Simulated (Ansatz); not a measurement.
LaB6:
```yaml
crystal:
  lattice:
    - [4.15217, 0.00000, 0.00000]
    - [0.00000, 4.15217, 0.00000]
    - [0.00000, 0.00000, 4.15217]
  atoms:
    - { symbol: La, position: [0.00000, 0.00000, 0.00000] }
    - { symbol: B, position: [0.79998, 0.50000, 0.50000] }
    - { symbol: B, position: [0.20002, 0.50000, 0.50000] }
    - { symbol: B, position: [0.50000, 0.79998, 0.50000] }
    - { symbol: B, position: [0.50000, 0.20002, 0.50000] }
    - { symbol: B, position: [0.50000, 0.50000, 0.79998] }
    - { symbol: B, position: [0.50000, 0.50000, 0.20002] }
```

Relaxed with r²SCAN.

Task: Map the electron localisation function on the plane through (0.000, 0.000, 0.000) spanned by u = [1, 0, 0] and v = [0, 1, 1] in lattice vectors, from r²SCAN (plane waves, PAW; program Ansatz).

Result: x is the fraction of u, y of v (the angle between them is 90°; rows are the nearest grid lines); atoms in the plane: La at (0.00, 0.00), B at (0.80, 0.50), B at (0.20, 0.50).
```
y \ x   0.000  0.0952  0.190  0.286  0.381  0.476  0.524  0.619  0.714  0.810  0.905   1.00
------  -----  ------  -----  -----  -----  -----  -----  -----  -----  -----  -----  -----
1.00    0.007   0.358  0.854  0.618  0.080  0.061  0.061  0.080  0.618  0.854  0.358  0.007
0.931   0.363   0.675  0.837  0.422  0.065  0.082  0.082  0.065  0.422  0.837  0.675  0.363
0.862   0.833   0.817  0.579  0.099  0.115  0.223  0.223  0.115  0.099  0.579  0.817  0.833
0.759   0.107   0.084  0.114  0.379  0.611  0.679  0.679  0.611  0.379  0.114  0.084  0.107
0.690   0.287   0.322  0.499  0.716  0.790  0.812  0.812  0.790  0.716  0.499  0.322  0.287
0.621   0.770   0.632  0.552  0.770  0.762  0.680  0.680  0.762  0.770  0.552  0.632  0.770
0.552   0.932   0.666  0.050  0.370  0.536  0.319  0.319  0.536  0.370  0.050  0.666  0.932
0.448   0.932   0.666  0.050  0.370  0.536  0.319  0.319  0.536  0.370  0.050  0.666  0.932
0.379   0.770   0.632  0.552  0.770  0.762  0.680  0.680  0.762  0.770  0.552  0.632  0.770
0.310   0.287   0.322  0.499  0.716  0.790  0.812  0.812  0.790  0.716  0.499  0.322  0.287
0.241   0.107   0.084  0.114  0.379  0.611  0.679  0.679  0.611  0.379  0.114  0.084  0.107
0.138   0.833   0.817  0.579  0.099  0.115  0.223  0.223  0.115  0.099  0.579  0.817  0.833
0.0690  0.363   0.675  0.837  0.422  0.065  0.082  0.082  0.065  0.422  0.837  0.675  0.363
0.000   0.007   0.358  0.854  0.618  0.080  0.061  0.061  0.080  0.618  0.854  0.358  0.007
```

The density is the valence pseudo-density with augmentation charge, so density and ELF within about 1 Å of a nucleus are not all-electron values.

Space group Pm-3m. Symmetry was held in the r²SCAN relaxation; of distortions, only those at the zone centre were tested. Scalar-relativistic: spin–orbit coupling is off unless named, which matters more the heavier the elements.

Potentials: the earlier of the program's two PAW sets.
